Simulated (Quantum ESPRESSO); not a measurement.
# In3TiO5N: finding a planted mistake in a log

Computed values, not a measurement. The program is pw.x of Quantum ESPRESSO 7.5 (plane-wave density functional theory). The cell is made up: 10 atoms on a corundum lattice, with randomly drawn elements, strain and displacements, not relaxed. PseudoDojo standard norm-conserving files (v0.5 for PBE, v0.4.1 for LDA and PBEsol) set the functional; there is no spin polarisation, spin-orbit coupling or dispersion term, and the masses in the input are unused placeholders.

Intended input:

```
&control calculation='scf', pseudo_dir='./dojo.nc.sr.pbe.v0_5.standard.upf', outdir='./o', disk_io='low', tprnfor=.true., tstress=.true. /
&system ibrav=0, nat=10, ntyp=4, nbnd=49, ecutwfc=84.00895049, nosym=.true., tot_charge=0,
 occupations='smearing', smearing='fd', degauss=0.0018374661
/
&electrons conv_thr=7.350e-09, electron_maxstep=60, /
ATOMIC_SPECIES
In 1.0 In.upf
N 1.0 N.upf
O 1.0 O.upf
Ti 1.0 Ti.upf
CELL_PARAMETERS angstrom
2.7401 1.6096 4.9397
-2.7458 1.6204 4.9394
0.0065 -3.2277 4.9388
ATOMIC_POSITIONS angstrom
In -0.0083 -0.142 5.2741
In 0.0891 -0.0786 2.1394
In 0.0636 -0.0876 9.5915
Ti -0.0317 -0.0508 12.5927
O -1.1401 1.7795 8.6552
O -0.8647 -1.7508 8.5137
O 2.0421 0.1085 8.592
N 0.9576 -1.6279 6.0569
O 0.7099 1.7799 6.1415
O -1.9061 -0.1278 6.1484
K_POINTS automatic
5 5 5 1 1 1
```

The log is shortened where brackets say so; the opening notice, blank lines, dates and the lines on written files are dropped, and the path of the files is cut. It prints rydbergs, bohrs and kilobars, and counts compression as positive stress.

Log of the intended run:

```
     Program PWSCF v.7.5
     Parallel version (MPI & OpenMP), running on       4 processor cores
     Number of MPI processes:                 4
     Threads/MPI process:                     1
     [start-up lines left out]
     bravais-lattice index     =            0
     lattice parameter (alat)  =      11.0996  a.u.
     unit-cell volume          =     885.5147 (a.u.)^3
     number of atoms/cell      =           10
     number of atomic types    =            4
     number of electrons       =        86.00
     number of Kohn-Sham states=           49
     kinetic-energy cutoff     =      84.0090  Ry
     charge density cutoff     =     336.0358  Ry
     scf convergence threshold =      7.3E-09
     mixing beta               =       0.7000
     number of iterations used =            8  plain     mixing
     Exchange-correlation= PBE
                           (   1   4   3   4   0   0   0)
     [axes and pseudopotential details left out]
   Cartesian axes
     site n.     atom                  positions (alat units)
         1        In     tau(   1) = (  -0.0014131  -0.0241758   0.8979277  )
         2        In     tau(   2) = (   0.0151695  -0.0133818   0.3642378  )
         3        In     tau(   3) = (   0.0108280  -0.0149141   1.6329750  )
         4        Ti     tau(   4) = (  -0.0053970  -0.0086488   2.1439362  )
         5        O      tau(   5) = (  -0.1941046   0.3029640   1.4735677  )
         6        O      tau(   6) = (  -0.1472172  -0.2980777   1.4494770  )
         7        O      tau(   7) = (   0.3476722   0.0184724   1.4628078  )
         8        N      tau(   8) = (   0.1630336  -0.2771537   1.0312012  )
         9        O      tau(   9) = (   0.1208621   0.3030321   1.0456045  )
        10        O      tau(  10) = (  -0.3245179  -0.0217582   1.0467793  )
     number of k points=    63  Fermi-Dirac smearing, width (Ry)=  0.0018
                       cart. coord. in units 2pi/alat
        k(    1) = (  -0.0000065  -0.0000184   0.1189164), wk =   0.0320000
        k(    2) = (  -0.0004885  -0.2426085   0.1982316), wk =   0.0320000
     [further k points left out]
     Dense  grid:    92201 G-vectors     FFT dimensions: (  72,  72,  72)
     Estimated max dynamical RAM per process >     285.10 MB
     Estimated total dynamical RAM >       1.05 GB
     Initial potential from superposition of free atoms
     starting charge      85.9867, renormalised to      86.0000
     Starting wfcs are   61 randomized atomic wfcs
     total cpu time spent up to now is        8.4 secs
     per-process dynamical memory:   234.5 Mb
     Self-consistent Calculation
     iteration #  1     ecut=    84.01 Ry     beta= 0.70
     Davidson diagonalization with overlap
     ethr =  1.00E-02,  avg # of iterations =  2.0
     total cpu time spent up to now is       21.6 secs
     total energy              =    -701.64850137 Ry
     estimated scf accuracy    <       3.86971688 Ry
     iteration #  2     ecut=    84.01 Ry     beta= 0.70
     Davidson diagonalization with overlap
     ethr =  4.50E-03,  avg # of iterations =  6.1
     total cpu time spent up to now is       41.8 secs
     total energy              =    -697.75959305 Ry
     estimated scf accuracy    <      51.32231069 Ry
     [iterations 3 to 14 left out]
     iteration # 15     ecut=    84.01 Ry     beta= 0.70
     Davidson diagonalization with overlap
     ethr =  1.62E-10,  avg # of iterations =  4.9
     total cpu time spent up to now is      243.8 secs
     total energy              =    -703.76518695 Ry
     estimated scf accuracy    <       0.00000003 Ry
     iteration # 16     ecut=    84.01 Ry     beta= 0.70
     Davidson diagonalization with overlap
     ethr =  3.25E-11,  avg # of iterations =  2.0
     total cpu time spent up to now is      257.5 secs
     End of self-consistent calculation
     [lines on levels left out]
!    total energy              =    -703.76518695 Ry
     estimated scf accuracy    <          6.2E-09 Ry
     smearing contrib. (-TS)   =      -0.00000000 Ry
     internal energy E=F+TS    =    -703.76518695 Ry
     The total energy is F=E-TS. E is the sum of the following terms:
     one-electron contribution =    -180.03582408 Ry
     hartree contribution      =     153.30718768 Ry
     xc contribution           =    -185.72567390 Ry
     ewald contribution        =    -491.31087664 Ry
     convergence has been achieved in  16 iterations
     Forces acting on atoms (cartesian axes, Ry/au):
     atom    1 type  1   force =    -0.01743618    0.10249268   -0.01178441
     atom    2 type  1   force =    -0.04047716    0.05918381   -0.03811301
     atom    3 type  1   force =    -0.05471967    0.01520240   -0.02643950
     atom    4 type  4   force =    -0.01285777   -0.01397710    0.01220531
     atom    5 type  3   force =     0.08690859    0.04617315   -0.03694040
     atom    6 type  3   force =    -0.07636757   -0.01144996   -0.02351654
     atom    7 type  3   force =    -0.01513828   -0.06411619   -0.03827726
     atom    8 type  2   force =     0.15048834   -0.08101735    0.08625386
     atom    9 type  3   force =     0.00881487    0.01397626    0.06399709
     atom   10 type  3   force =    -0.02921516   -0.06646770    0.01261486
     Total force =     0.302979     Total SCF correction =     0.000180
     Computing stress (Cartesian axis) and pressure
          total   stress  (Ry/bohr**3)                   (kbar)     P=      -29.25
  -0.00031675  -0.00020365   0.00009815          -46.60      -29.96       14.44
  -0.00020365  -0.00014678  -0.00009406          -29.96      -21.59      -13.84
   0.00009815  -0.00009406  -0.00013295           14.44      -13.84      -19.56
     init_run     :      7.70s CPU      8.07s WALL (       1 calls)
     electrons    :    247.79s CPU    249.25s WALL (       1 calls)
     forces       :      1.87s CPU      1.93s WALL (       1 calls)
     stress       :      6.01s CPU      6.05s WALL (       1 calls)
     [timing details left out]
     PWSCF        :   4m23.70s CPU   4m25.73s WALL
     JOB DONE.
```

A second run was made from an input with one planted mistake. Its log:

```
     Program PWSCF v.7.5
     Parallel version (MPI & OpenMP), running on       4 processor cores
     Number of MPI processes:                 4
     Threads/MPI process:                     1
     [start-up lines left out]
     bravais-lattice index     =            0
     lattice parameter (alat)  =      11.0996  a.u.
     unit-cell volume          =     885.5147 (a.u.)^3
     number of atoms/cell      =           10
     number of atomic types    =            4
     number of electrons       =        86.00
     number of Kohn-Sham states=           49
     kinetic-energy cutoff     =      84.0090  Ry
     charge density cutoff     =     336.0358  Ry
     scf convergence threshold =      7.3E-09
     mixing beta               =       0.7000
     number of iterations used =            8  plain     mixing
     Exchange-correlation= PBE
                           (   1   4   3   4   0   0   0)
     [axes and pseudopotential details left out]
   Cartesian axes
     site n.     atom                  positions (alat units)
         1        In     tau(   1) = (  -0.0014131  -0.0241758   0.8979277  )
         2        In     tau(   2) = (   0.0151695  -0.0133818   0.3642378  )
         3        In     tau(   3) = (   0.0108280  -0.0149141   1.6329750  )
         4        Ti     tau(   4) = (  -0.0053970  -0.0086488   2.1439362  )
         5        N      tau(   5) = (  -0.1941046   0.3029640   1.4735677  )
         6        O      tau(   6) = (  -0.1472172  -0.2980777   1.4494770  )
         7        O      tau(   7) = (   0.3476722   0.0184724   1.4628078  )
         8        O      tau(   8) = (   0.1630336  -0.2771537   1.0312012  )
         9        O      tau(   9) = (   0.1208621   0.3030321   1.0456045  )
        10        O      tau(  10) = (  -0.3245179  -0.0217582   1.0467793  )
     number of k points=    63  Fermi-Dirac smearing, width (Ry)=  0.0018
                       cart. coord. in units 2pi/alat
        k(    1) = (  -0.0000065  -0.0000184   0.1189164), wk =   0.0320000
        k(    2) = (  -0.0004885  -0.2426085   0.1982316), wk =   0.0320000
     [further k points left out]
     Dense  grid:    92201 G-vectors     FFT dimensions: (  72,  72,  72)
     Estimated max dynamical RAM per process >     285.10 MB
     Estimated total dynamical RAM >       1.05 GB
     Initial potential from superposition of free atoms
     starting charge      85.9867, renormalised to      86.0000
     Starting wfcs are   61 randomized atomic wfcs
     total cpu time spent up to now is        9.6 secs
     per-process dynamical memory:   234.5 Mb
     Self-consistent Calculation
     iteration #  1     ecut=    84.01 Ry     beta= 0.70
     Davidson diagonalization with overlap
     ethr =  1.00E-02,  avg # of iterations =  2.0
     total cpu time spent up to now is       24.7 secs
     total energy              =    -701.71408893 Ry
     estimated scf accuracy    <       3.78246580 Ry
     iteration #  2     ecut=    84.01 Ry     beta= 0.70
     Davidson diagonalization with overlap
     ethr =  4.40E-03,  avg # of iterations =  5.9
     total cpu time spent up to now is       46.8 secs
     total energy              =    -697.88077598 Ry
     estimated scf accuracy    <      48.89773979 Ry
     [iterations 3 to 12 left out]
     iteration # 13     ecut=    84.01 Ry     beta= 0.70
     Davidson diagonalization with overlap
     ethr =  4.94E-10,  avg # of iterations =  3.4
     total cpu time spent up to now is      245.1 secs
     total energy              =    -703.78792324 Ry
     estimated scf accuracy    <       0.00000019 Ry
     iteration # 14     ecut=    84.01 Ry     beta= 0.70
     Davidson diagonalization with overlap
     ethr =  2.18E-10,  avg # of iterations =  2.3
     total cpu time spent up to now is      260.4 secs
     End of self-consistent calculation
     [lines on levels left out]
!    total energy              =    -703.78792327 Ry
     estimated scf accuracy    <          4.3E-09 Ry
     smearing contrib. (-TS)   =      -0.00000000 Ry
     internal energy E=F+TS    =    -703.78792327 Ry
     The total energy is F=E-TS. E is the sum of the following terms:
     one-electron contribution =    -181.01970922 Ry
     hartree contribution      =     153.89716732 Ry
     xc contribution           =    -185.76447524 Ry
     ewald contribution        =    -490.90090614 Ry
     convergence has been achieved in  14 iterations
     Forces acting on atoms (cartesian axes, Ry/au):
     atom    1 type  1   force =    -0.01218609    0.11059302   -0.04610975
     atom    2 type  1   force =    -0.03282591    0.04242992    0.00086056
     atom    3 type  1   force =    -0.03969332    0.03429286   -0.07074401
     atom    4 type  4   force =     0.00020277   -0.05624602    0.08983382
     atom    5 type  2   force =     0.09828767    0.05386480   -0.03810170
     atom    6 type  3   force =    -0.08513877   -0.00044579   -0.02515675
     atom    7 type  3   force =    -0.01798175   -0.07117134   -0.03546164
     atom    8 type  3   force =     0.10597581   -0.07086204    0.06940250
     atom    9 type  3   force =     0.00520632    0.02333950    0.05356985
     atom   10 type  3   force =    -0.02184675   -0.06579491    0.00190712
     Total force =     0.306979     Total SCF correction =     0.000148
     Computing stress (Cartesian axis) and pressure
          total   stress  (Ry/bohr**3)                   (kbar)     P=      -33.76
  -0.00037363  -0.00017215   0.00008492          -54.96      -25.32       12.49
  -0.00017215  -0.00025947  -0.00007200          -25.32      -38.17      -10.59
   0.00008492  -0.00007200  -0.00005536           12.49      -10.59       -8.14
     init_run     :      8.53s CPU      8.95s WALL (       1 calls)
     electrons    :    248.97s CPU    250.84s WALL (       1 calls)
     forces       :      2.01s CPU      2.07s WALL (       1 calls)
     stress       :      6.71s CPU      6.74s WALL (       1 calls)
     [timing details left out]
     PWSCF        :   4m26.94s CPU   4m29.43s WALL
     JOB DONE.
```

Question: what was wrong in the second input?

Answer: two atoms have their elements exchanged. The input lines that differ, file-writing options aside:

```
- O -1.1401 1.7795 8.6552
+ N -1.1401 1.7795 8.6552
- N 0.9576 -1.6279 6.0569
+ O 0.9576 -1.6279 6.0569
```

|  | intended run | run with the mistake |
| --- | --- | --- |
| free energy (eV) | -9575.213 | -9575.523 |
| smearing term -TS (eV) | 0.0000 | 0.0000 |
| pressure (GPa) | -2.92 | -3.38 |
| largest force component (eV/Å) | 3.869 | 2.843 |
| largest change of a force component (eV/Å) |  | 1.996 |
| iterations | 16 | 14 |

For scale, a rerun of the intended cell at 1437 eV and a 7 x 7 x 7 mesh moved values by no more than 0.003 eV in energy, 0.03 GPa in stress and 0.002 eV/Å in force.